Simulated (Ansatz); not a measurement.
Bi₂Te₃:
```cif
data_Bi2Te3
_chemical_formula_sum 'Bi2 Te3'
_space_group_name_H-M_alt 'P 1'
_space_group_IT_number 1
_cell_length_a 10.40659
_cell_length_b 10.40659
_cell_length_c 10.40659
_cell_angle_alpha 24.336
_cell_angle_beta 24.336
_cell_angle_gamma 24.336
loop_
_space_group_symop_operation_xyz
  'x, y, z'
loop_
_atom_site_label
_atom_site_type_symbol
_atom_site_fract_x
_atom_site_fract_y
_atom_site_fract_z
_atom_site_occupancy
Bi1 Bi 0.59984 0.59984 0.59984 1
Bi2 Bi 0.40016 0.40016 0.40016 1
Te1 Te 0.79071 0.79071 0.79071 1
Te2 Te 0.20929 0.20929 0.20929 1
Te3 Te 0.00000 0.00000 0.00000 1
```

Relaxed with PBE+D3(BJ). DFT-PBE+D3(BJ) in the program Ansatz with PAW potentials gives a gap of 0.26 eV.

**Question.** What gap does HSE06 give on the same cell (Ansatz, PAW)?

**Answer.** 0.61 eV, 0.35 eV more. The hybrid was solved on a coarser mesh and at special points; its gap is the smallest among all of these.

```
k   v1 PBE+D3(BJ)  c1 PBE+D3(BJ)    v1 HSE06    c1 HSE06
--  -------------  -------------  ----------  ----------
Γ            0.00           0.26        0.00        0.61
T           -0.44           0.83       -0.42        1.15
L           -0.50           0.57  (withheld)  (withheld)
F           -0.93           0.88  (withheld)  (withheld)
S0          -0.63           1.10  (withheld)  (withheld)
H0          -0.76           1.23  (withheld)  (withheld)
```

**Question.** Top valence (v1) and lowest conduction level (c1) in eV from each method's valence maximum (which need not be a listed point): supply the withheld HSE06 values.

**Answer.** 
- L, v1 HSE06: -0.57
- L, c1 HSE06: 0.91
- S0, v1 HSE06: -0.74
- S0, c1 HSE06: 1.46
- H0, v1 HSE06: -0.85
- H0, c1 HSE06: 1.60
- F, v1 HSE06: -1.07
- F, c1 HSE06: 1.21

Cost on shared cores: the PBE+D3(BJ) run (SCF on a 7×7×7 mesh, then bands and DOS) about 2.7 core-minutes (a rough figure), the HSE06 run (SCF on 4×4×4, then a few points) around 12 core-minutes (rough); the tasks are unlike.

Space group R-3m. Symmetry was held in the PBE+D3(BJ) relaxation; of distortions, only those at the zone centre were tested. Spin–orbit coupling is left out wherever it is not named.

Potentials: the later of the program's two PAW sets.
